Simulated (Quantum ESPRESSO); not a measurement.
## Band energies of SrCl₂ at -3 % isotropic strain

```
SrCl2
1.0
    0.00000     3.34944     3.34944
    3.34944     0.00000     3.34944
    3.34944     3.34944     0.00000
Cl Sr
2 1
Direct
  0.75000   0.75000   0.75000
  0.25000   0.25000   0.25000
  0.00000   0.00000   0.00000
```

norm-conserving PBEsol (Quantum ESPRESSO, 68 Ry, no spin-orbit coupling); path ΓXWKΓLUWLK,UX; energies in eV from the valence-band maximum.

| k (1/Å) | point | band 8 | band 9 | band 10 | band 11 | band 12 | band 13 | band 14 | band 15 |
|---|---|---|---|---|---|---|---|---|---|
| 0.00 | Γ | -2.62 | -2.62 | -0.39 | -0.39 | -0.39 | 5.60 | 5.87 | 5.87 |
| 0.23 |  | -2.58 | -2.31 | -0.98 | -0.38 | -0.38 | 5.93 | 6.04 | 6.26 |
| 0.47 |  | -2.45 | -2.09 | -1.49 | -0.38 | -0.38 | 5.94 | 6.53 | 7.05 |
| 0.82 |  | -2.22 | -2.22 | -0.49 | -0.49 | -0.14 | 5.31 | 7.42 | 7.64 |
| 0.94 | X | -2.20 | -2.20 | -0.51 | -0.51 | 0.00 | 5.25 | 7.25 | 7.81 |
| 1.06 |  | -2.24 | -2.14 | -0.59 | -0.50 | -0.02 | 5.34 | 7.25 | 7.75 |
| 1.29 |  | -2.55 | -1.75 | -1.12 | -0.42 | -0.10 | 5.91 | 7.24 | 7.32 |
| 1.41 | W | -2.66 | -1.45 | -1.45 | -0.40 | -0.13 | 6.11 | 7.04 | 7.41 |
| 1.74 | K | -2.28 | -2.03 | -0.91 | -0.63 | -0.14 | 5.78 | 7.31 | 7.45 |
| 1.94 |  | -2.23 | -1.76 | -1.39 | -0.92 | -0.28 | 6.04 | 7.12 | 7.44 |
| 2.14 |  | -1.87 | -1.87 | -1.44 | -1.39 | -0.33 | 6.16 | 6.80 | 7.11 |
| 2.43 |  | -2.42 | -2.26 | -0.95 | -0.74 | -0.37 | 6.10 | 6.25 | 6.36 |
| 2.63 |  | -2.60 | -2.58 | -0.46 | -0.43 | -0.39 | 5.70 | 5.91 | 5.92 |
| 2.73 | Γ | -2.62 | -2.62 | -0.39 | -0.39 | -0.39 | 5.60 | 5.87 | 5.87 |
| 2.83 |  | -2.61 | -2.58 | -0.45 | -0.42 | -0.42 | 5.71 | 5.91 | 5.91 |
| 3.14 |  | -2.36 | -2.12 | -1.10 | -0.77 | -0.77 | 6.40 | 6.40 | 6.68 |
| 3.34 |  | -2.11 | -1.80 | -1.50 | -1.07 | -1.07 | 6.62 | 6.62 | 7.03 |
| 3.55 | L | -1.97 | -1.76 | -1.58 | -1.23 | -1.23 | 6.67 | 6.67 | 7.79 |
| 3.66 |  | -1.96 | -1.91 | -1.40 | -1.22 | -1.07 | 6.54 | 6.72 | 7.81 |
| 3.89 |  | -2.23 | -1.95 | -1.14 | -0.87 | -0.51 | 6.11 | 7.05 | 7.61 |
| 4.12 | U | -2.28 | -2.03 | -0.91 | -0.63 | -0.14 | 5.78 | 7.31 | 7.45 |
| 4.45 | W | -2.66 | -1.45 | -1.45 | -0.40 | -0.13 | 6.11 | 7.04 | 7.41 |
| 4.64 |  | -2.60 | -1.56 | -1.42 | -0.47 | -0.33 | 6.10 | 7.03 | 7.52 |
| 4.83 |  | -2.40 | -1.77 | -1.35 | -0.83 | -0.71 | 6.25 | 6.89 | 7.69 |
| 5.11 | L | -1.97 | -1.76 | -1.58 | -1.23 | -1.23 | 6.67 | 6.67 | 7.79 |
| 5.28 |  | -2.01 | -1.96 | -1.28 | -1.22 | -0.95 | 6.45 | 6.76 | 7.78 |
| 5.44 |  | -2.22 | -1.95 | -1.15 | -0.90 | -0.55 | 6.14 | 7.02 | 7.63 |
| 5.69 | K | -2.28 | -2.03 | -0.91 | -0.63 | -0.14 | 5.78 | 7.31 | 7.45 |
| 5.69 | U | -2.28 | -2.03 | -0.91 | -0.63 | -0.14 | 5.78 | 7.31 | 7.45 |
| 5.77 |  | -2.25 | -2.10 | -0.75 | -0.58 | -0.08 | 5.59 | 7.27 | 7.59 |
| 6.02 | X | -2.20 | -2.20 | -0.51 | -0.51 | 0.00 | 5.25 | 7.25 | 7.81 |

The PBEsol gap is direct, 5.25 eV at X.

Geometry strained from the cell relaxed with PBEsol, atoms relaxed again.
